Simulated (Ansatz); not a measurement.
NbTe2 in space group C2/m (No. 12; Pearson symbol mS18), r²SCAN in the plane-wave PAW code Ansatz, all energies at zero smearing, with the estimated change up to a 700 eV cutoff added, with one set of potentials and settings (totals compare only within such a set). Cell of 9 atoms (3 Nb, 6 Te): -55664.683 eV.

```json
[
 {"element": "Nb", "reference phase": "Im-3m, 1 atoms in the cell", "E (eV/atom)": "-4563.6321"},
 {"element": "Te", "reference phase": "P3_121, 3 atoms in the cell", "E (eV/atom)": "-6994.8235"}
]
```

Formation energy per atom, worked out: (-55664.683 − 3×(-4563.6321) − 6×(-6994.8235))/9 = -0.538 eV/atom (-52 kJ per mol of atoms), at 0 K, without zero-point energy or fitted corrections.

The first step of the workflow began from a Materials Project structure, measured or hypothetical; the Crystallography Open Database files this formula in space group No. 12, but the cells were not matched. Whether it is the stable phase at ambient conditions was not checked. The r²SCAN relaxation kept the symmetry of its start; its stability against distortions is not shown here. No spin polarisation was allowed. A crystal of weakly bound layers computed without a dispersion correction: the cell and the soft elastic constants depend strongly on that. The references are the lowest solids computed at this level, not always the standard phases. Spin–orbit coupling is left out wherever it is not named.

Potentials: the later of the program's two PAW sets.
